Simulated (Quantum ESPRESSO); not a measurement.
# HfZn3Sn3Zr: input and log of a self-consistent run

Simulated, not a measurement. The program is pw.x of Quantum ESPRESSO 7.5 (plane-wave density functional theory). The cell is made up: eight metal atoms on a face-centred cubic lattice, with elements, volume, strain and displacements drawn at random and not relaxed, so it may be unstable or far from any real phase. PseudoDojo standard norm-conserving files set the functional (PBE unless stated); there is no spin polarisation or spin-orbit coupling, the Fermi-Dirac width of 0.25 eV means electrons at about 2900 K, and the masses in the input are unused placeholders. The tin pseudopotential is less sure than most, with forces differing by about three percent from a second method on plain tin. Heavy elements are run without spin-orbit coupling, which real alloys of them have. A spin test at this wide smearing found no moment, but such smearing suppresses magnetism that the real alloy may have.

Input:

```
&control calculation='scf', pseudo_dir='./dojo.nc.sr.pbe.v0_5.standard.upf', outdir='./o', disk_io='minimal', tprnfor=.true., tstress=.true. /
&system ibrav=0, nat=8, ntyp=4, nbnd=73, ecutwfc=87.97787729, nosym=.true., tot_charge=0,
 occupations='smearing', smearing='fd', degauss=0.0183746611
/
&electrons conv_thr=1.470e-08, electron_maxstep=70, mixing_beta=0.5 /
ATOMIC_SPECIES
Hf 1.0 Hf.upf
Sn 1.0 Sn.upf
Zn 1.0 Zn.upf
Zr 1.0 Zr.upf
CELL_PARAMETERS angstrom
2.2821 4.4256 2.1742
0.0619 4.42 -4.3991
-4.4215 4.3555 -0.0025
ATOMIC_POSITIONS angstrom
Hf -0.1334 0.0577 -0.0384
Zn -2.1579 2.1581 -0.0052
Sn -0.0174 2.1716 -2.2267
Sn -2.1497 4.3721 -2.2804
Zn 0.085 4.4047 0.0478
Zn -2.0799 6.5512 0.0102
Zr 0.1538 6.5631 -2.1507
Sn -2.1572 8.8856 -2.1953
K_POINTS automatic
5 5 5 1 1 1
```

The log is shortened where brackets say so; the opening notice, blank lines, dates and the lines on written files are dropped, and the path of the files is cut. It prints rydbergs, bohrs and kilobars, and counts compression as positive stress. Its total energy is the free energy E - TS of the whole cell.

```
     Program PWSCF v.7.5
     Parallel version (MPI & OpenMP), running on       4 processor cores
     Number of MPI processes:                 4
     Threads/MPI process:                     1
     [start-up lines left out]
     bravais-lattice index     =            0
     lattice parameter (alat)  =      10.2675  a.u.
     unit-cell volume          =    1166.5066 (a.u.)^3
     number of atoms/cell      =            8
     number of atomic types    =            4
     number of electrons       =       126.00
     number of Kohn-Sham states=           73
     kinetic-energy cutoff     =      87.9779  Ry
     charge density cutoff     =     351.9115  Ry
     scf convergence threshold =      1.5E-08
     mixing beta               =       0.5000
     number of iterations used =            8  plain     mixing
     Exchange-correlation= PBE
                           (   1   4   3   4   0   0   0)
     [axes and pseudopotential details left out]
   Cartesian axes
     site n.     atom                  positions (alat units)
         1        Hf     tau(   1) = (  -0.0245522   0.0106196  -0.0070675  )
         2        Zn     tau(   2) = (  -0.3971598   0.3971967  -0.0009571  )
         3        Sn     tau(   3) = (  -0.0032025   0.3996813  -0.4098224  )
         4        Sn     tau(   4) = (  -0.3956506   0.8046817  -0.4197059  )
         5        Zn     tau(   5) = (   0.0156442   0.8106817   0.0087976  )
         6        Zn     tau(   6) = (  -0.3828040   1.2057433   0.0018773  )
         7        Zr     tau(   7) = (   0.0283068   1.2079335  -0.3958347  )
         8        Sn     tau(   8) = (  -0.3970310   1.6353879  -0.4040433  )
     number of k points=    63  Fermi-Dirac smearing, width (Ry)=  0.0184
                       cart. coord. in units 2pi/alat
        k(    1) = (  -0.0014100   0.1233152   0.0003712), wk =   0.0320000
        k(    2) = (  -0.1842113   0.1872721   0.0620597), wk =   0.0320000
     [further k points left out]
     Dense  grid:   130037 G-vectors     FFT dimensions: (  64,  72,  72)
     Estimated max dynamical RAM per process >     523.78 MB
     Estimated total dynamical RAM >       1.95 GB
     Initial potential from superposition of free atoms
     starting charge     125.9908, renormalised to     126.0000
     Starting wfcs are   77 randomized atomic wfcs
     total cpu time spent up to now is        8.4 secs
     per-process dynamical memory:   414.0 Mb
     Self-consistent Calculation
     iteration #  1     ecut=    87.98 Ry     beta= 0.50
     Davidson diagonalization with overlap
     ethr =  1.00E-02,  avg # of iterations =  3.7
     Threshold (ethr) on eigenvalues was too large:
     Diagonalizing with lowered threshold
     Davidson diagonalization with overlap
     ethr =  6.00E-04,  avg # of iterations =  3.0
     total cpu time spent up to now is       47.2 secs
     total energy              =   -1940.83613191 Ry
     estimated scf accuracy    <       0.73073685 Ry
     iteration #  2     ecut=    87.98 Ry     beta= 0.50
     Davidson diagonalization with overlap
     ethr =  5.80E-04,  avg # of iterations =  6.9
     total cpu time spent up to now is       70.4 secs
     total energy              =   -1941.00070538 Ry
     estimated scf accuracy    <       1.64537233 Ry
     iteration #  3     ecut=    87.98 Ry     beta= 0.50
     Davidson diagonalization with overlap
     ethr =  5.80E-04,  avg # of iterations =  4.9
     total cpu time spent up to now is       90.7 secs
     total energy              =   -1941.18585037 Ry
     estimated scf accuracy    <       0.02850729 Ry
     iteration #  4     ecut=    87.98 Ry     beta= 0.50
     Davidson diagonalization with overlap
     c_bands:  1 eigenvalues not converged
     ethr =  2.26E-05,  avg # of iterations =  9.2
     total cpu time spent up to now is      117.6 secs
     total energy              =   -1941.19212264 Ry
     estimated scf accuracy    <       0.00783310 Ry
     iteration #  5     ecut=    87.98 Ry     beta= 0.50
     Davidson diagonalization with overlap
     ethr =  6.22E-06,  avg # of iterations =  5.7
     total cpu time spent up to now is      138.7 secs
     total energy              =   -1941.19271621 Ry
     estimated scf accuracy    <       0.00746790 Ry
     iteration #  6     ecut=    87.98 Ry     beta= 0.50
     Davidson diagonalization with overlap
     ethr =  5.93E-06,  avg # of iterations =  2.3
     total cpu time spent up to now is      156.4 secs
     total energy              =   -1941.19377651 Ry
     estimated scf accuracy    <       0.00029858 Ry
     iteration #  7     ecut=    87.98 Ry     beta= 0.50
     Davidson diagonalization with overlap
     ethr =  2.37E-07,  avg # of iterations =  4.7
     total cpu time spent up to now is      175.8 secs
     total energy              =   -1941.19383359 Ry
     estimated scf accuracy    <       0.00004792 Ry
     iteration #  8     ecut=    87.98 Ry     beta= 0.50
     Davidson diagonalization with overlap
     ethr =  3.80E-08,  avg # of iterations =  2.0
     total cpu time spent up to now is      193.3 secs
     total energy              =   -1941.19383936 Ry
     estimated scf accuracy    <       0.00000342 Ry
     iteration #  9     ecut=    87.98 Ry     beta= 0.50
     Davidson diagonalization with overlap
     ethr =  2.71E-09,  avg # of iterations =  4.0
     total cpu time spent up to now is      213.5 secs
     total energy              =   -1941.19383994 Ry
     estimated scf accuracy    <       0.00000040 Ry
     iteration # 10     ecut=    87.98 Ry     beta= 0.50
     Davidson diagonalization with overlap
     ethr =  3.15E-10,  avg # of iterations =  4.3
     total cpu time spent up to now is      234.1 secs
     total energy              =   -1941.19384002 Ry
     estimated scf accuracy    <       0.00000005 Ry
     iteration # 11     ecut=    87.98 Ry     beta= 0.50
     Davidson diagonalization with overlap
     ethr =  4.25E-11,  avg # of iterations =  2.3
     total cpu time spent up to now is      252.9 secs
     End of self-consistent calculation
     [lines on levels left out]
!    total energy              =   -1941.19384003 Ry
     estimated scf accuracy    <          5.1E-09 Ry
     smearing contrib. (-TS)   =      -0.07663079 Ry
     internal energy E=F+TS    =   -1941.11720924 Ry
     The total energy is F=E-TS. E is the sum of the following terms:
     one-electron contribution =   -1142.85426946 Ry
     hartree contribution      =     625.80878149 Ry
     xc contribution           =    -315.54557458 Ry
     ewald contribution        =   -1108.52614670 Ry
     convergence has been achieved in  11 iterations
     Forces acting on atoms (cartesian axes, Ry/au):
     atom    1 type  1   force =     0.02989987   -0.00992934   -0.00439196
     atom    2 type  3   force =     0.00416688    0.01683022   -0.00072237
     atom    3 type  2   force =     0.01307282    0.00587770    0.01876989
     atom    4 type  2   force =    -0.00071228    0.01591692    0.04035435
     atom    5 type  3   force =    -0.00541032   -0.00279506    0.01160269
     atom    6 type  3   force =    -0.00595151    0.00231466    0.00735187
     atom    7 type  4   force =    -0.03648409    0.01874923   -0.03404258
     atom    8 type  2   force =     0.00141862   -0.04696434   -0.03892190
     Total force =     0.102877     Total SCF correction =     0.000308
     Computing stress (Cartesian axis) and pressure
          total   stress  (Ry/bohr**3)                   (kbar)     P=       -2.80
  -0.00003754   0.00001926   0.00012154           -5.52        2.83       17.88
   0.00001926   0.00001807   0.00016775            2.83        2.66       24.68
   0.00012154   0.00016775  -0.00003757           17.88       24.68       -5.53
     init_run     :      8.07s CPU      8.30s WALL (       1 calls)
     electrons    :    241.27s CPU    244.52s WALL (       1 calls)
     forces       :      2.27s CPU      2.29s WALL (       1 calls)
     stress       :      7.71s CPU      7.86s WALL (       1 calls)
     [timing details left out]
     PWSCF        :   4m19.42s CPU   4m23.08s WALL
     JOB DONE.
```

In other units: free energy -26411.288 eV for the cell, pressure -0.28 GPa, largest force component 1.208 eV/Å in size. The run took 265 s of wall time with four MPI processes on a shared machine (AMD EPYC, Zen 5, virtual cores), so the time is rough. A rerun of this cell at a higher cutoff and on a denser mesh moved values by no more than 0.012 eV in energy, 0.23 GPa in stress and 0.015 eV/Å in force, and a second program with other atomic files agreed on that cell to 2 % rms in force and 0.5 GPa in pressure.